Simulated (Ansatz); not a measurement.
Input:

BaTiO3:
```xyz
5
Lattice="0.0000 2.7941 -2.7991 0.0000 2.7941 2.7991 3.9241 0.0000 0.0000" Properties=species:S:1:pos:R:3 pbc="T T T"
Ba     0.0000     2.7941    -2.7897
Ti     1.9620     2.7941     0.0655
O      1.9620     4.1756     1.3339
O      1.9620     1.4126     1.3339
O      0.0000     2.7941    -0.0563
```

This is the LDA-relaxed structure.

Question: All from plane-wave PAW LDA (Ansatz code), unless another level is named. Estimate the bulk modulus (Birch–Murnaghan fit).

Answer: 149 GPa.

Question: Predict the highest zone-centre frequency (without LO–TO term).

Answer: 510 cm⁻¹.

Space group Amm2. This is a known low-temperature phase of the composition, computed here at zero pressure and temperature. The cell was relaxed with LDA under the symmetry of its start. At this level the phase is dynamically unstable (imaginary phonons). The run is not spin-polarised. Spin–orbit coupling is left out wherever it is not named.

Potentials: the earlier of the program's two PAW sets.
